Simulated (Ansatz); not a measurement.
PbF2:
```cif
data_F2Pb
_chemical_formula_sum 'Pb1 F2'
_space_group_name_H-M_alt 'P 1'
_space_group_IT_number 1
_cell_length_a 4.24313
_cell_length_b 4.24313
_cell_length_c 4.24313
_cell_angle_alpha 60.000
_cell_angle_beta 60.000
_cell_angle_gamma 60.000
loop_
_space_group_symop_operation_xyz
  'x, y, z'
loop_
_atom_site_label
_atom_site_type_symbol
_atom_site_fract_x
_atom_site_fract_y
_atom_site_fract_z
_atom_site_occupancy
Pb1 Pb 0.00000 0.00000 0.00000 1
F1 F 0.25000 0.25000 0.25000 1
F2 F 0.75000 0.75000 0.75000 1
```

Relaxed with PBE.

Q: Which orbitals make up the states near the band edges in DFT-PBE in the program Ansatz with PAW potentials?

A: Top 1 eV of the valence band: F 2p 71 %, Pb 6s 27 %. Bottom 1 eV of the conduction band: Pb 6p 79 %, F 2p 10 %, F 2s 6 %. Projections are on Löwdin-orthogonalised atomic valence shells; empty p or d shells of many metals are not among them.

Q: Tabulate the density of states.

A: States/eV per cell of 3 atoms, in 0.25 eV bins, energy from the valence-band maximum.

```csv
E (eV),total,F 2p,Pb 6p,Pb 6s
-7.85,0.00,0.00,0.00,0.00
-7.60,0.00,0.00,0.00,0.00
-7.35,0.00,0.00,0.00,0.00
-7.10,0.00,0.00,0.00,0.00
-6.85,0.00,0.00,0.00,0.00
-6.60,0.00,0.00,0.00,0.00
-6.35,0.00,0.00,0.00,0.00
-6.10,2.85,0.94,0.01,1.89
-5.85,2.76,0.82,0.01,1.89
-5.60,1.27,0.33,0.01,0.90
-5.35,0.62,0.13,0.01,0.45
-5.10,0.33,0.05,0.00,0.26
-4.85,0.15,0.01,0.00,0.13
-4.60,0.01,0.00,0.00,0.01
-4.35,0.00,0.00,0.00,0.00
-4.10,0.00,0.00,0.00,0.00
-3.85,0.00,0.00,0.00,0.00
-3.60,0.00,0.00,0.00,0.00
-3.35,1.54,1.25,0.27,0.00
-3.10,3.81,3.16,0.60,0.00
-2.85,4.37,3.73,0.59,0.00
-2.60,5.43,4.81,0.56,0.00
-2.35,3.82,3.45,0.32,0.00
-2.10,2.86,2.66,0.16,0.01
-1.85,5.46,5.27,0.11,0.01
-1.60,8.13,7.99,0.06,0.01
-1.35,4.80,4.74,0.01,0.01
-1.10,0.27,0.22,0.01,0.03
-0.85,0.45,0.36,0.01,0.07
-0.60,0.75,0.57,0.01,0.16
-0.35,1.44,1.04,0.01,0.36
-0.10,4.89,3.35,0.01,1.48
0.15,0.00,0.00,0.00,0.00
0.40,0.00,0.00,0.00,0.00
0.65,0.00,0.00,0.00,0.00
0.90,0.00,0.00,0.00,0.00
1.15,0.00,0.00,0.00,0.00
1.40,0.00,0.00,0.00,0.00
1.65,0.00,0.00,0.00,0.00
1.90,0.00,0.00,0.00,0.00
2.15,0.00,0.00,0.00,0.00
2.40,0.00,0.00,0.00,0.00
2.65,0.00,0.00,0.00,0.00
2.90,0.00,0.00,0.00,0.00
3.15,0.00,0.00,0.00,0.00
3.40,0.00,0.00,0.00,0.00
3.65,0.00,0.00,0.00,0.00
3.90,0.00,0.00,0.00,0.00
4.15,0.00,0.00,0.00,0.00
4.40,0.03,0.00,0.03,0.00
4.65,0.40,0.01,0.34,0.01
4.90,0.77,0.04,0.64,0.02
5.15,2.61,0.30,2.04,0.06
5.40,2.56,0.30,2.01,0.06
5.65,1.25,0.14,1.00,0.02
5.90,0.23,0.02,0.19,0.01
6.15,0.32,0.03,0.27,0.00
6.40,0.91,0.11,0.75,0.00
6.65,1.14,0.15,0.95,0.00
6.90,2.31,0.23,2.01,0.00
7.15,3.58,0.35,3.13,0.00
7.40,3.05,0.34,2.65,0.00
7.65,4.83,0.64,4.11,0.00
7.90,0.00,0.00,0.00,0.00
8.15,0.00,0.00,0.00,0.00
8.40,0.00,0.00,0.00,0.00
8.65,0.00,0.00,0.00,0.00
8.90,0.00,0.00,0.00,0.00
9.15,0.06,0.00,0.00,0.00
```

Space group Fm-3m (fluorite). Symmetry was held in the PBE relaxation. Spin–orbit coupling is left out wherever it is not named.

Potentials: the later of the program's two PAW sets.
